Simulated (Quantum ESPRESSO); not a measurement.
Simulation results for Zn4SeS2O (made-up cell)

Calculation on a made-up crystal cell, not a measurement, rerun at a higher cutoff and a denser mesh: periodic Kohn-Sham density functional theory in plane waves with PseudoDojo standard norm-conserving scalar-relativistic pseudopotentials, each functional with its own files (v0.5 for PBE, v0.4.1 for LDA and PBEsol), no spin polarisation, no spin-orbit coupling, atoms not relaxed, stress positive in tension, energies less a fixed whole-eV offset for each atom's element; levels are Kohn-Sham levels at fractions of this cell's reciprocal vectors, counted from the reference band (half the neutral cell's valence electrons, rounded up) at Gamma; error bars give the change to or from the runs named with them, not the error of the files; each bar is the largest change over components, and at least 0.002 eV, 0.002 eV per angstrom or 0.02 GPa; energies are for the whole cell, and the offsets were chosen from early runs and are not element reference energies. Program: Quantum ESPRESSO 7.5.

Entry: Zn4SeS2O (made-up cell)

```cif
# cell vector a (Å): 4.0616 0.0291 0.0387
# cell vector b (Å): 0.0504 7.0829 0.0323
# cell vector c (Å): 0.0632 0.0304 6.6267
data_Zn4SeS2O
_symmetry_space_group_name_H-M 'P 1'
_symmetry_Int_Tables_number 1
_cell_length_a 4.0619
_cell_length_b 7.0832
_cell_length_c 6.6271
_cell_angle_alpha 89.472
_cell_angle_beta 88.906
_cell_angle_gamma 89.179
_cell_volume 190.61
loop_
_atom_site_label
_atom_site_type_symbol
_atom_site_fract_x
_atom_site_fract_y
_atom_site_fract_z
_atom_site_occupancy
Zn1 Zn 0.00784 0.99139 0.98895 1
Zn2 Zn 0.49100 0.50788 0.00883 1
Zn3 Zn 0.52237 0.16394 0.49341 1
Zn4 Zn 0.98288 0.66132 0.50466 1
S1 S 0.99184 0.99906 0.35910 1
Se1 Se 0.50271 0.49445 0.35716 1
S2 S 0.48435 0.15783 0.87518 1
O1 O 0.00003 0.67047 0.88573 1
```

| Item | Value |
| --- | --- |
| lattice type | wurtzite |
| functional | pbe |
| cutoff | 1467 eV |
| fermi dirac smearing | 0.025 eV |
| scf tolerance | 1e-07 eV |
| electrons removed | 0 |
| k mesh | 6 x 6 x 6, shifted by half a step |
| free energy less offsets | 0.5216 eV |
| scf iterations | 12 |
| smearing term minus ts | 0 eV |
| pressure | -8.74 GPa |
| stress xx | 8.937 GPa |
| stress yy | 9.76 GPa |
| stress zz | 7.523 GPa |
| stress yz | 0.3364 GPa |
| stress xz | 0.5076 GPa |
| stress xy | 0.1155 GPa |
| error bar energy | 0.01953 eV |
| error bar stress | 0.1321 GPa |
| error bar force | 0.006599 eV/Å |
| error bars from | change from the looser run of this cell |

Atoms:
| atoms element | atom site | atom energy offset (eV) |
| --- | --- | --- |
| Zn | 1 | -5687 |
| Zn | 2 | -5687 |
| Zn | 3 | -5687 |
| Zn | 4 | -5687 |
| S | 5 | -302 |
| Se | 6 | -3300 |
| S | 7 | -302 |
| O | 8 | -452 |

Forces:
| site | x (eV/Å) | y (eV/Å) | z (eV/Å) |
| --- | --- | --- | --- |
| 1 | -0.3111 | -0.8422 | -0.2204 |
| 2 | -0.1486 | 0.6169 | -2.03 |
| 3 | -0.2892 | -0.5322 | 0.2373 |
| 4 | 0.2411 | 0.5971 | 0.6947 |
| 5 | 0.2628 | -0.3223 | 0.4792 |
| 6 | -0.1644 | 0.2377 | 1.555 |
| 7 | 0.3496 | 0.2501 | -0.455 |
| 8 | 0.05981 | -0.005097 | -0.2611 |
